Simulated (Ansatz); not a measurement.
WS₂ (anatase, I4_1/amd), PBE in the plane-wave PAW code Ansatz, all energies at zero smearing, with the estimated change up to a 700 eV cutoff added, with one set of potentials and settings (totals compare only within such a set). Cell of 6 atoms (2 W, 4 S): -24379.184 eV.

| element | reference phase | E (eV/atom) |
|---|---|---|
| W | Im-3m, 1 atoms in the cell | -10384.8193 |
| S | Fddd, 32 atoms in the cell | -902.0599 |

Formation energy per atom, worked out: (-24379.184 − 2×(-10384.8193) − 4×(-902.0599))/6 = -0.218 eV/atom (-21 kJ per mol of atoms), at 0 K, without zero-point energy or fitted corrections.

The cell is a constructed one: a structure type filled with these elements; neither database checked (COD, Materials Project) lists it. It is not the phase usual at ambient conditions (space group No. 194). The PBE relaxation kept the symmetry of its start; whether a distortion lowers the energy is not shown. No spin polarisation was allowed. The references are the lowest solids computed at this level, not always the standard phases. Spin–orbit coupling is left out wherever it is not named.

Potentials: the later of the program's two PAW sets.
